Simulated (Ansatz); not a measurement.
Ga₂O₃, one structure, two calculations

Cell: a computed structure from the Materials Project (it need not be an observed phase), its atoms then relaxed with PBE in this cell.

Space group R-3c:H (No. 167); a = 4.9974, c = 13.4506 Å, γ = 120.00°.

```csv
site,Wyckoff,site symmetry,x,y,z
Ga,12c,3.,0.0000,0.0000,0.3559
O,18e,.2,0.3333,0.3635,0.9167
```

One atom of each set is listed; the run and its k-mesh use a cell of 10 atoms with edges of 5.33, 5.33, 5.33 Å.

First run. Computed with Ansatz: DFT, PBE, plane waves and PAW, scalar-relativistic, 420 eV cutoff, Γ-centred 7×7×7 k-points, Fermi–Dirac smearing 0.01 eV.

```json
{"site": "Ga", "V_zz (10²¹ V/m²)": "2.67", "η": "0.00"}
{"site": "O", "V_zz (10²¹ V/m²)": "-5.24", "η": "0.61"}
```

Second run. The same atoms and settings, except that the functional is r2SCAN and the cutoff is 500 eV.

(1) Given the first result, estimate the second.

Results:

(1) 

| site | V_zz | η | change of V_zz |
| --- | --- | --- | --- |
| Ga | 2.74 | 0.00 | +0.07 |
| O | -5.17 | 0.61 | +0.07 |

The largest change of V_zz is on O, from -5.24 to -5.17. In per cent, |V_zz| changes by +3 on Ga, -1 on O (all sites that start above 0.5).

For the first run: At this cell the PBE pressure is 8 GPa, so with PBE the cell would grow if it were relaxed. The entry's cell may itself be off.
